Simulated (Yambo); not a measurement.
Yambo run on Sr2NO6H3 (space group P-62m, No. 189). The wavefunctions come from this Quantum ESPRESSO step (LDA, PseudoDojo standard norm-conserving files, scalar-relativistic):

```
&CONTROL
  calculation = 'nscf'
  pseudo_dir = './pseudo'
  outdir = './out'
/
&SYSTEM
  ibrav = 0
  nat = 12
  ntyp = 4
  ecutwfc = 84.0
  ecutrho = 336.0
  occupations = 'fixed'
  force_symmorphic = .true.
  nbnd = 159
/
&ELECTRONS
  conv_thr = 1.2000000000000002e-08
  diago_full_acc = .true.
  diago_thr_init = 1e-08
/
ATOMIC_SPECIES
H 1.0080 H.upf
N 14.0070 N.upf
O 15.9990 O.upf
Sr 87.6200 Sr.upf
CELL_PARAMETERS angstrom
  6.704329959000   0.000000000000   0.000000000000
 -3.352164979000   5.806120060000   0.000000000000
  0.000000000000   0.000000000000   3.591520000000
ATOMIC_POSITIONS crystal
H   0.679010000000   0.679010000000   0.000000000000
H   0.000000000000   0.320990000000   0.000000000000
H   0.320990000000   0.000000000000   0.000000000000
N   0.000000000000   0.000000000000   0.500000000000
O   0.189220000000   0.189220000000   0.500000000000
O  -0.000000000000   0.810780000000   0.500000000000
O   0.810780000000   0.000000000000   0.500000000000
O   0.533410000000   0.533410000000   0.000000000000
O   0.000000000000   0.466590000000   0.000000000000
O   0.466590000000   0.000000000000   0.000000000000
Sr   0.666666667000   0.333333333000   0.500000000000
Sr   0.333333333000   0.666666667000   0.500000000000
K_POINTS automatic
3 3 4 0 0 0
```

Yambo input:

```
rim_cut
gw0
dyson
el_el_corr
HF_and_locXC
ppa
em1d
RandQpts= 1000000
RandGvec= 1 Ry
EXXRLvcs= 84 Ry
VXCRLvcs= 336 Ry
Chimod= "HARTREE"
% BndsRnXp
 1 | 158 |
%
NGsBlkXp= 6 Ry
% LongDrXp
 1.0 | 1.0 | 1.0 |
%
PPAPntXp= 27.2114 eV
% GbndRnge
 1 | 158 |
%
GTermKind= "BG"
DysSolver= "n"
ExtendOut
% QPkrange
 1 | 1 | 32 | 33 |
 3 | 3 | 32 | 33 |
 7 | 7 | 32 | 33 |
 9 | 9 | 32 | 33 |
%
```

k points by index: 1 = Γ, 3 = A, 7 = K, 9 = H.

Table of the .qp output:

```
#    K-point    Band    Eo [eV]    E [eV]    E-Eo [eV]    Vxc [eV]    Vnlxc [eV]    Sc|Eo [eV]    Sc|E [eV]    dSc/dw|Eo [eV]    Re(Z)    Im(Z)
#
    1    32    -0.018385    -1.413359    -1.394973    -18.71825    -24.54008    4.089155    4.426853    -6.586791    0.805112    -0.001161
    1    33    3.430031    5.803647    2.373616    -19.47336    -14.46593    -2.079250    -2.633814    -6.357402    0.810614    -0.001064
    3    32    -0.512900    -2.048434    -1.535534    -18.08537    -24.04834    4.061806    4.427434    -6.478811    0.807693    -0.001162
    3    33    2.804148    5.001237    2.197089    -17.61200    -12.73871    -2.198839    -2.676209    -5.912138    0.821511    -0.001011
    7    32    0.000000    -1.414951    -1.414951    -19.02425    -24.99126    4.207887    4.552061    -6.618345    0.804361    -0.001156
    7    33    3.341006    5.701562    2.360557    -19.20712    -14.20457    -2.096212    -2.641992    -6.291310    0.812213    -0.001055
    9    32    -0.494656    -1.979966    -1.485310    -19.93652    -26.45651    4.673932    5.034685    -6.608569    0.804594    -0.001112
    9    33    3.038577    5.291193    2.252615    -18.51426    -13.66228    -2.093525    -2.599366    -6.110331    0.816625    -0.001034
```
(The two width columns are left out.) Convergence of these settings isn't established.

Geometry of the Materials Project entry, not relaxed at this level.
